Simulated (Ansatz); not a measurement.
## Cd (hcp)

Level of theory: DFT, HSE06, scalar-relativistic, no spin polarisation; plane waves to 420 eV with PAW datasets (Ansatz 0.2.0), Γ-centred 8×8×4 mesh, 0.05 eV Gaussian smearing. The datasets are Ansatz's generated set soft_2.

```cif
data_structure
_symmetry_space_group_name_H-M 'P 1'
_symmetry_Int_Tables_number 1
_cell_length_a 3.0591
_cell_length_b 3.0591
_cell_length_c 5.4213
_cell_angle_alpha 90.000
_cell_angle_beta 90.000
_cell_angle_gamma 120.000
_cell_volume 43.94
loop_
_atom_site_label
_atom_site_type_symbol
_atom_site_fract_x
_atom_site_fract_y
_atom_site_fract_z
_atom_site_occupancy
Cd1 Cd 0.33333 0.66667 0.75000 1
Cd2 Cd 0.66667 0.33333 0.25000 1
```

The volume is at zero pressure for this level.

Path: Γ–M–K–Γ–A–L–H–A | L–M | H–K, with Γ = (0.000, 0.000, 0.000), M = (0.500, 0.000, 0.000), K = (0.333, 0.333, 0.000), A = (0.000, 0.000, 0.500), L = (0.500, 0.000, 0.500), H = (0.333, 0.333, 0.500) in reciprocal vectors of the calculation's cell.

Bands as a text map, energy in eV from the Fermi level (dashes), each leg drawn with the same width:
```
  2.86 |    **   *                       * *   
  2.57 |         *                             
  2.29 |       *                        *  *   
  2.00 |                        *         *    
  1.71 |   *     *              *         *    
  1.43 |                               *       
  1.14 |              *        *           *   
  0.86 |                        *         *    
  0.57 |                      *       *    **  
  0.29 |   *    *           **       *       **
  0.00 |----------*------------*------------*--
 -0.29 |        *                            **
 -0.57 |  *                                    
 -0.86 |          *  *        *                
 -1.14 |       *                               
 -1.43 |  *                  *                 
 -1.71 |      *             *        **        
 -2.00 |     **    *                  **       
 -2.29 | *  *      *                   ***     
 -2.57 |*   **      *            *      **     
 -2.86 |*           *                          
 -3.14 |                                       
 -3.43 |                                       
 -3.71 |                                       
 -4.00 |                   *                   
 -4.29 |         *   *                         
 -4.57 |                                       
 -4.86 |                                       
        Γ   M   K   Γ   A   L   H   AL   MH   K
```

**Question.** By these bands, is it a metal or an insulator, and if it has a gap, where are the band edges on this path?

**Answer.** A metal: bands cross the Fermi level.

For a metal under a hybrid functional this mesh is coarse.
